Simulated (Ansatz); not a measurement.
ScOF:
```xyz
12
Lattice="5.1537 0.0000 0.0000 0.0000 5.1246 0.0000 -0.9045 0.0000 5.1344" Properties=species:S:1:pos:R:3 pbc="T T T"
Sc     3.3044     2.4189     1.4788
Sc     0.9448     2.7057     3.6555
Sc     1.3970     4.9812     1.0883
Sc     2.8521     0.1434     4.0460
O      2.7913     3.8240     0.0613
O      1.4579     1.3006     5.0731
O      1.9102     1.2617     2.5059
O      2.3390     3.8629     2.6285
F      4.2624     1.6771     3.3838
F     -0.0132     3.4475     1.7506
F     -0.4655     4.2394     4.3178
F      4.7147     0.8852     0.8166
```

Cartesian axes are those of the cell as given.

### Question
Give the high-frequency dielectric tensor and the Born effective charge tensors of the independent atoms from DFPT, PBEsol in the plane-wave PAW code Ansatz.

### Answer

ε∞:
```
 3.33   0.00  -0.09
 0.00   4.06   0.00
-0.09   0.00   3.96
```
Z* of atom 1 (Sc), rows: field, columns: displacement, in e:
```
 3.25  -0.11  -0.06
 0.05   3.99   0.02
-0.07   0.09   3.79
```
Z* of atom 5 (O), rows: field, columns: displacement, in e:
```
-1.49  -0.01   0.23
 0.06  -2.76   0.17
 0.22   0.33  -2.68
```
Z* of atom 9 (F), rows: field, columns: displacement, in e:
```
-1.76  -0.50  -0.17
-0.50  -1.23   0.26
-0.15   0.25  -1.11
```

Space group P2_1/c. The first step of the workflow began from a Materials Project structure, measured or hypothetical; the Crystallography Open Database copy checked does not list it. Whether it is the stable phase at ambient conditions was not checked. The PBEsol relaxation kept the symmetry of its start; its stability against distortions is not shown here. No spin polarisation was allowed.

Potentials: the later of the program's two PAW sets.
